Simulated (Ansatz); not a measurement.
Y6Ga4Pt13: the relaxed cell by functional

The starting cell is an entry of the Crystallography Open Database, a measured cell (2023, 293 K):

```xyz
23
Lattice="-4.7233 4.7233 4.7233 4.7233 -4.7233 4.7233 4.7233 4.7233 -4.7233" Properties=species:S:1:pos:R:3 pbc="T T T"
Y     2.8382    0.0000    0.0000
Y     0.0000    2.8382    0.0000
Y     6.6083    0.0000    0.0000
Y     0.0000    6.6083    0.0000
Y     0.0000    0.0000    2.8382
Y     0.0000    0.0000    6.6083
Ga    2.3616    2.3616    2.3616
Ga   -2.3616    2.3616    2.3616
Ga    2.3616    2.3616   -2.3616
Ga    2.3616   -2.3616    2.3616
Pt    0.0000    0.0000    0.0000
Pt    0.0000    3.0632    3.0632
Pt    1.6600    4.7233   -1.6600
Pt    4.7233    1.6600   -1.6600
Pt    3.0632    0.0000    3.0632
Pt    4.7233    1.6600    1.6600
Pt    1.6600    4.7233    1.6600
Pt    4.7233   -1.6600    1.6600
Pt   -1.6600    4.7233    1.6600
Pt   -1.6600    1.6600    4.7233
Pt    3.0632    3.0632    0.0000
Pt    1.6600    1.6600    4.7233
Pt    1.6600   -1.6600    4.7233
```

Atoms and cell were relaxed at zero pressure with plane-wave PAW DFT (Ansatz 0.2.0; one set of PAW datasets, made under PBE, for all functionals; 420 eV, r2SCAN 500 eV; 5×5×5 Γ-centred mesh, fermi-dirac occupations of width 0.100 eV; no spin polarisation, no spin-orbit coupling, no dispersion correction), keeping the symmetry (Im-3m, No. 229).

Task: Which functional gives the smallest cell, and how wide is the spread?

Result: The relaxed conventional cells:

```
functional  a (Å)  volume (Å³/atom)
       LDA  9.360             17.83
    PBEsol  9.433             18.25
       PBE  9.562             19.01
    r2SCAN  9.498             18.62
 the entry  9.447             18.33
```

LDA gives the smallest volume and PBE the largest, 6.6 % more, the usual order, since LDA overbinds and PBE's gradient terms loosen the lattice. Against the entry's volume: LDA -2.7 %, PBEsol -0.4 %, PBE +3.7 %, r2SCAN +1.6 %; PBEsol comes nearest.

Caveats: each relaxation keeps the start's symmetry, so a distorted cell may lie lower; computed cells are at 0 K with fixed nuclei, while the entry holds thermal expansion, often some tenths of a per cent in volume and more in soft crystals.
